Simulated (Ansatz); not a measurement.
A distorted cell of TiP (space group P6_3/mmc):

```xyz
16
Lattice="6.8546 0.0000 0.0000 -1.7137 2.9681 0.0000 0.0000 0.0000 11.5143" Properties=species:S:1:pos:R:3 pbc="T T T"
Ti    -0.0250     2.0221     4.4196
Ti     3.4523     1.9355     4.4196
Ti     1.6887     1.0327     7.0947
Ti     5.1660     0.9461     7.0947
Ti     1.7387     0.9461    10.1768
Ti     5.1160     1.0327    10.1768
Ti     0.0250     1.9355     1.3376
Ti     3.4023     2.0221     1.3376
P      1.7137     0.9894     2.8786
P      5.1410     0.9894     2.8786
P      0.0000     1.9788     8.6357
P      3.4273     1.9788     8.6357
P      0.0000     0.0000     5.7572
P      3.4273     0.0000     5.7572
P      0.0000     0.0000     0.0000
P      3.4273     0.0000     0.0000
```

The numbers are results of LDA (plane waves to 420 eV, PAW, scalar-relativistic; Ansatz, a program for electronic structure), not measurements. k mesh 8×16×4 (Γ-centred), Fermi-Dirac smearing 0.05 eV. Stress and pressure are positive under compression. With partly filled bands, energies and forces of such displacements shift with the k mesh and the smearing. TiP is run without spin polarisation. TiP was relaxed with its symmetry unable to fall.

**Question.** Predict the force on every atom, in eV/Å.

**Answer.** 
| atom | Fx | Fy | Fz |
|---|---|---|---|
| Ti1 | 0.295 | -0.472 | -0.016 |
| Ti2 | -0.261 | 0.491 | -0.016 |
| Ti3 | 0.261 | -0.491 | 0.016 |
| Ti4 | -0.295 | 0.472 | 0.016 |
| Ti5 | -0.295 | 0.472 | -0.016 |
| Ti6 | 0.261 | -0.491 | -0.016 |
| Ti7 | -0.261 | 0.491 | 0.016 |
| Ti8 | 0.295 | -0.472 | 0.016 |
| P9 | 0.012 | 0.007 | 0.000 |
| P10 | 0.012 | 0.007 | 0.000 |
| P11 | -0.012 | -0.007 | 0.000 |
| P12 | -0.012 | -0.007 | 0.000 |
| P13 | 0.000 | 0.000 | 0.000 |
| P14 | 0.000 | 0.000 | 0.000 |
| P15 | 0.000 | 0.000 | 0.000 |
| P16 | 0.000 | 0.000 | 0.000 |

(For displaced atoms, the force is minus the slope of the energy, and its curvature is a force constant, which sets phonon frequencies.)
